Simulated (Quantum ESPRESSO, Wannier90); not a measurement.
**Wannier functions of TlBr (CsCl type)**

```yaml
crystal:
  lattice:
    - [3.99991, 0.00000, 0.00000]
    - [0.00000, 3.99991, 0.00000]
    - [0.00000, 0.00000, 3.99991]
  atoms:
    - { symbol: Tl, position: [0.00000, 0.00000, 0.00000] }
    - { symbol: Br, position: [0.50000, 0.50000, 0.50000] }
```

Cell from Materials Project (mp-22875), symmetrised, no further relaxation. COD (Crystallography Open Database) has an entry of this formula and space group (matched by these alone). Computed values, not measurements, from PBEsol: Quantum ESPRESSO (norm-conserving PseudoDojo potentials, cutoff 50 Ry, spinors with spin-orbit coupling) on a Γ-centred 6×6×6 mesh, then Wannier90. Density: 8×8×8 mesh, cold smearing 0.01 Ry.

The plane-wave run has 40 bands and 20 electrons a cell. On the energy scale of pw.x, whose zero is arbitrary, the valence-band maximum lies at 5.03 eV.

Isolated groups of bands, relative to the valence-band maximum (bands from 21 on overlap up to the last one computed):

```json
[
 {"bands": "1–2", "from (eV)": "-13.73", "to (eV)": "-13.21", "filling": "filled", "weight on atomic waves": "Br 4s 90 %, Tl 6p 8 %"},
 {"bands": "3–6", "from (eV)": "-11.24", "to (eV)": "-11.15", "filling": "filled", "weight on atomic waves": "Tl 5d 100 %"},
 {"bands": "7–12", "from (eV)": "-9.13", "to (eV)": "-8.94", "filling": "filled", "weight on atomic waves": "Tl 5d 99 %"},
 {"bands": "13–20", "from (eV)": "-5.51", "to (eV)": "0.00", "filling": "filled", "weight on atomic waves": "Br 4p 66 %, Tl 6s 23 %, Tl 6p 9 %"}
]
```

Input w.win, without the blocks of cell, atoms and k-points (216 lines):

```
num_bands = 30
num_wann = 16
exclude_bands = 3-12
spinors = true
num_iter = 800
conv_tol = 1.0e-6
conv_window = 4
dis_num_iter = 1000
dis_conv_tol = 1.0e-6
dis_froz_max = 13.28
write_hr = true
write_u_matrices = true
begin projections
f=0.01124,0.00350,0.00420: s;p
f=0.50093,0.50877,0.50885: s;p
end projections
mp_grid = 6 6 6
```

wannier90.x stops with:
```
dis_windows: More states in the frozen window than target WFs
```
At some k-point more bands lie below dis_froz_max than there are Wannier functions, and every frozen state has to fit into the subspace. Mended as below, all else unchanged, the run goes through (Ω_I = 22.5 Å²) and follows the plane-wave bands to 6.3 meV rms (states up to 2.2 eV relative to the valence-band maximum).
```
dis_froz_max = 7.74
```
